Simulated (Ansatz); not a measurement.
SrZnAsF in space group P4/nmm (No. 129; Sr on 2c, Zn on 2b, As on 2c, F on 2a), r²SCAN (plane waves, PAW; program Ansatz). The conduction-band minimum lies at Γ, with 1 equivalent valley. Second derivatives d²E/dk² of the lowest band at one valley (eV·Å²), along Cartesian directions:

```
direction  d²E/dk²
---------  -------
[100]        47.33
[010]        47.33
[001]        3.962
[110]        47.49
[101]        25.70
[011]        25.70
```

Q: Find the principal effective masses, the density-of-states mass and the conductivity mass.

A: Off-diagonal terms follow from H_xy = H[110] − (H_xx + H_yy)/2, and m*/mₑ = 7.620 eV·Å² over each eigenvalue: 0.16, 0.16, 1.9. One valley's DOS mass (m₁m₂m₃)^(1/3) = 0.37, conductivity mass 3/(Σ 1/mᵢ) = 0.23 mₑ.

Q: What effective density of states Nc follows at 300 K for parabolic valleys?

A: Nc = 2.509e19 × 1 × (0.37)^(3/2) ≈ 5.6e18 cm⁻³.

The workflow started from a Materials Project entry (that database holds measured and hypothetical structures alike); the Crystallography Open Database copy checked does not list it. Whether it is the stable phase at ambient conditions was not checked. Symmetry was held in the r²SCAN relaxation; whether a distortion lowers the energy is not shown. Spin–orbit coupling is left out wherever it is not named.

Potentials: the later of the program's two PAW sets.

Edges and masses are those of Kohn–Sham bands, whose gap is no quasiparticle gap.
